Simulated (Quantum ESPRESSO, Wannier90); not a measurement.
# Wannier functions of RbBr (rock salt)

```xyz
2
Lattice="0.0000 3.4560 3.4560 3.4560 0.0000 3.4560 3.4560 3.4560 0.0000" Properties=species:S:1:pos:R:3 pbc="T T T"
Rb     0.0000     0.0000     0.0000
Br     3.4560     3.4560     3.4560
```

Cell from Materials Project (mp-22867), symmetrised, no further relaxation. COD (Crystallography Open Database) has an entry of this formula and space group (matched by these alone). Method: PBEsol plane waves in Quantum ESPRESSO 7.5 (PseudoDojo norm-conserving files, 37 Ry, no spin polarisation, no spin-orbit coupling), Bloch states on a 8×8×8 mesh through Γ, Wannier90 4.0.1. Density: 8×8×8 mesh, cold smearing 0.01 Ry. Spin-orbit coupling, left out, would split the p-like bands by a few tenths of an eV.

Bands 2,6-8 form an isolated set from -12.21 to 0.00 eV relative to the valence-band maximum (on the path) and are turned into 4 Wannier functions by minimising the spread from the start: sp3 on Br. Bands 3–5 (Rb 4p 98 %) lie between the kept ones and are excluded.

Question: Where do the functions sit, how wide are they and what are they made of?

Answer: 
```json
[
 {"functions": "4", "spread (Å²)": "1.51", "nearest atom, distance (Å)": "Br 0.47", "second atom, distance (Å)": "Rb 3.21", "weight on atomic waves": "Br 4p 71 %, Br 4s 23 %"}
]
```

Ω_I = 5.18 Å², Ω_total = 6.04 Å²; the interpolated bands follow pw.x to 0.1 meV rms on the path. It is the lowest total spread that any start reached here.
